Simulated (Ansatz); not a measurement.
With the program Ansatz at the PBEsol level (PAW), SnC in the zinc blende structure (F-43m) relaxes to a = 5.034 Å. Sn has 4 nearest neighbours from 2.18 Å (tetrahedral); C has 4 nearest neighbours from 2.18 Å (tetrahedral). Against the elements it lies at 0.78 eV/atom, with no fitted shifts.

The Kohn–Sham gap is 0.78 eV (direct). The valence maximum lies at Γ and the conduction minimum at Γ. The screened hybrid HSE06 puts the gap at 1.61 eV. Gap from PBEsol with spin–orbit coupling: 0.76 eV. The electron mass is 0.078 mₑ (isotropic).

The bulk modulus is 135 GPa. The relaxed-ion elastic constants in GPa are C11 = 210, C12 = 97.5, C44 = 118. The elastic constants imply a Debye temperature near 470 K. Perturbation theory gives ε∞ = 10.3. Born charges are Sn +2.91, C -2.91 e. Without the LO–TO term the highest mode at Γ lies at 16.63 THz.

The start of the workflow was typed in or built on a structure type; neither database checked (COD, Materials Project) lists it. Whether it is the stable phase at ambient conditions was not checked. Symmetry was held in the PBEsol relaxation; its stability against distortions is not shown here. Its formation energy is positive at this level, so the cell may be metastable or incomplete. The references are the lowest solids computed at this level, not always the standard phases. Spin–orbit coupling is left out wherever it is not named.

Potentials: the later of the program's two PAW sets.
